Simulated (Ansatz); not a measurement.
Input:

CoGe2:
```
CELL_PARAMETERS angstrom
      4.47201     0.00000     0.00000
     -2.23600     3.87287     0.00000
      0.00000     0.00000     2.56678
ATOMIC_POSITIONS crystal
  Co 0.00000 0.00000 0.00000
  Ge 0.33333 0.66667 0.50000
  Ge 0.66667 0.33333 0.50000
```
The run is spin-polarised; directions of the spins, atom by atom: ↑ 0 0.

This is the PBEsol-relaxed structure.

Q: All from the program Ansatz at the PBEsol level (PAW), unless another level is named. Give the electronic character.

A: metallic (no gap).

Q: Predict the density of states at the Fermi level.

A: 0.89 states/eV per atom (mean over ±0.08 eV).

Q: Next, the formation energy from the elements (no fitted shifts)?

A: 0.46 eV/atom.

Space group P6/mmm. A made-up cell: these elements were put on the sites of a structure type; neither database checked (COD, Materials Project) lists it. Its standing as an ambient phase is unchecked. The cell was relaxed with PBEsol under the symmetry of its start; whether a distortion lowers the energy is not shown. Spin order of the final state: ferromagnetic, chosen from 5 collinear starts compared on coarse meshes (ties went to the first, and starts can fall back to one state), not a proven ground state. The references are the lowest solids computed at this level, not always the standard phases. Spin–orbit coupling is left out wherever it is not named.

Potentials: the earlier of the program's two PAW sets. The files were generated under PBE; for other functionals the program regenerates the frozen cores, and for LDA and PBEsol the local potential too.
